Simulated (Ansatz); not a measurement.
## Is this Cu3Ni2 structure a true minimum?

The cell was found from a structure generator's guess, not taken from experiment.

Method: DFT PBE, scalar-relativistic, plane waves, PAW in Ansatz. Plane waves to 420 eV, a k mesh through Γ of 18×18×2 on the computed 10-atom cell and Gaussian smearing (0.10 eV); no spin polarisation.

The cell below (10 atoms, space group P-3m1 (No. 164)) is relaxed within its symmetry.

```
CELL_PARAMETERS angstrom
2.52059 0.00000 0.00000
-1.26030 2.18290 0.00000
0.00000 0.00000 20.84959
ATOMIC_POSITIONS crystal
Cu 0.33333 0.66667 0.84679
Cu 0.33333 0.66667 0.05115
Cu 0.33333 0.66667 0.44900
Cu 0.66667 0.33333 0.94885
Cu 0.66667 0.33333 0.15321
Cu 0.66667 0.33333 0.55100
Ni 0.33333 0.66667 0.65052
Ni 0.33333 0.66667 0.25264
Ni 0.66667 0.33333 0.74736
Ni 0.66667 0.33333 0.34948
```

For the test it was strained at random (σ = 1.5 % a component), the atoms were moved at random (σ = 0.05 Å), and all was relaxed again on a coarse 12×12×1 mesh (in the run’s order of axes) with 0.20 eV smearing, with no symmetry imposed.

Trial moments died out on the coarse mesh, so the last step has no spin; another magnetic start might hold.

Q: Is the structure stable against such a distortion?

A: It returns, within 1 meV/atom of the unmoved cell on that mesh and with the same symmetry when read at 0.1 Å (P1 at 0.01 Å, so small strains and shifts remain). So it is stable against the distortions that fit this cell and that this random move excites. Modes that don't fit the cell aren't tested.
